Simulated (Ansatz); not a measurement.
BaTiO₃ (cubic perovskite)

```yaml
crystal:
  lattice:
    - [3.99442, 0.00000, 0.00000]
    - [0.00000, 3.99442, 0.00000]
    - [0.00000, 0.00000, 3.99442]
  atoms:
    - { symbol: Ba, position: [0.00000, 0.00000, 0.00000] }
    - { symbol: Ti, position: [0.50000, 0.50000, 0.50000] }
    - { symbol: O, position: [0.00000, 0.50000, 0.50000] }
    - { symbol: O, position: [0.50000, 0.50000, 0.00000] }
    - { symbol: O, position: [0.50000, 0.00000, 0.50000] }
```

Scan: atom 4 (O, nearest neighbour Ti at 1.997 Å; its periodic images, 4.0 Å or more away, move with it) is displaced along Cartesian z, direction (0.000, 0.000, 1.000) in Cartesian axes, by s. The other atoms stay.

All values below come from r2SCAN (plane waves to 500 eV, PAW, scalar-relativistic; Ansatz, an electronic-structure program). k mesh 7×7×7 (Γ-centred), Fermi-Dirac smearing 0.05 eV. E stands for the smeared free energy. BaTiO3 is run without spin polarisation. BaTiO3 was relaxed with its symmetry unable to fall. The PAW data are Ansatz's earlier set. This is a high-temperature form of BaTiO3. ΔE is measured from the undisplaced structure.

Successive frames, forces in eV/Å:

```json
[
 {"frame": "s = 0.000 Å", "ΔE (meV/cell)": "0.0", "F on Ba1": "(0.000, 0.000, 0.000)", "F on Ti2": "(0.000, 0.000, 0.000)", "F on O3": "(0.000, 0.000, 0.000)", "F on O4": "(0.000, 0.000, 0.000)", "F on O5": "(0.000, 0.000, 0.000)"},
 {"frame": "s = -0.040 Å", "ΔE (meV/cell)": "4.0", "F on Ba1": "(0.000, 0.000, -0.056)", "F on Ti2": "(0.000, 0.000, 0.232)", "F on O3": "(0.000, 0.000, -0.190)", "F on O4": "(0.000, 0.000, 0.205)", "F on O5": "(0.000, 0.000, -0.190)"},
 {"frame": "s = -0.080 Å", "ΔE (meV/cell)": "16.9", "F on Ba1": "(0.000, 0.000, -0.110)", "F on Ti2": "(0.000, 0.000, 0.423)", "F on O3": "(0.000, 0.000, -0.378)", "F on O4": "(0.000, 0.000, 0.444)", "F on O5": "(0.000, 0.000, -0.378)"}
]
```

Problem. What are the energy and the forces in the next frame, s = -0.120 Å?

Solution. ΔE (meV/cell) = 40.5.

| atom | Fx | Fy | Fz |
|---|---|---|---|
| Ba1 | 0.000 | 0.000 | -0.163 |
| Ti2 | 0.000 | 0.000 | 0.535 |
| O3 | 0.000 | 0.000 | -0.562 |
| O4 | 0.000 | 0.000 | 0.751 |
| O5 | 0.000 | 0.000 | -0.562 |

(A displaced cell: forces are minus the slopes of the energy, force constants its curvatures, and phonons follow from these.)
